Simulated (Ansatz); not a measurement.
BN (wurtzite)

```
BN
1.0
    2.54397     0.00000     0.00000
   -1.27198     2.20314     0.00000
    0.00000     0.00000     4.20774
B N
2 2
Direct
  0.66667   0.33333   0.99990
  0.33333   0.66667   0.49990
  0.66667   0.33333   0.62530
  0.33333   0.66667   0.12530
```

Computed with r2SCAN (plane waves to 500 eV, PAW, scalar-relativistic; Ansatz, an electronic-structure program). Harmonic phonons by density-functional perturbation theory on a 12×12×6 k mesh, in cm⁻¹; i marks imaginary ones, q is in fractions of the reciprocal vectors of the cell shown, and the three acoustic modes at Γ are left out. The non-analytic (LO-TO) term is not included, so polar modes at Γ have their transverse values. BN was relaxed with its symmetry unable to fall.

Question: Does any mode at Γ, M = (0.5, 0.0, 0.0), A = (0.0, 0.0, 0.5), L = (0.5, 0.0, 0.5) come out imaginary?

Answer: No imaginary mode at these points (lowest 350 cm⁻¹ at A = (0.0, 0.0, 0.5)); other wave vectors were not tested.

Question: List the wavenumbers at Γ, M = (0.5, 0.0, 0.0), A = (0.0, 0.0, 0.5), L = (0.5, 0.0, 0.5), with degeneracies.

Answer: 
| q | wavenumbers (cm⁻¹) |
|---|---|
| Γ | 487 (×2), 952 (×2), 974, 1023, 1057 (×2), 1146 |
| M = (0.5, 0.0, 0.0) | 492, 614, 707, 849, 883, 885, 885, 952, 991, 1018, 1102, 1143 |
| A = (0.0, 0.0, 0.5) | 350 (×4), 642 (×2), 1007 (×4), 1248 (×2) |
| L = (0.5, 0.0, 0.5) | 604 (×2), 635 (×2), 898 (×2), 943 (×2), 1022 (×2), 1164 (×2) |
